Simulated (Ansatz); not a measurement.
Relaxed InAs (zinc blende):

```
CELL_PARAMETERS angstrom
      0.00000     3.05455     3.05455
      3.05455     0.00000     3.05455
      3.05455     3.05455     0.00000
ATOMIC_POSITIONS crystal
  As 0.75000 0.75000 0.75000
  In 0.00000 0.00000 0.00000
```

Calculation: r2SCAN (plane waves to 500 eV, PAW, scalar-relativistic; Ansatz, a quantum-chemistry and plane-wave program). k mesh 8×8×8 (Γ-centred), Fermi-Dirac smearing 0.05 eV. As the smearing reaches across the gap at some points, energies and forces of such displacements shift with the k mesh and the smearing. InAs was relaxed with its symmetry unable to fall.

One atom of the cell was then moved (with its periodic images), all else fixed, and the forces (eV/Å) came out as:

```tsv
atom	Fx	Fy	Fz
As1	-3.942	4.565	3.942
In2	3.942	-4.565	-3.942
```

With two atoms only their relative shift counts; take As1 as fixed.

Problem. Which atom was moved, and by which vector (Å)?

Solution. In2, by (-0.43, 0.00, 0.43), 0.62 Å in all.

(A displaced cell: forces are minus the slopes of the energy, force constants its curvatures, and phonons follow from these.)
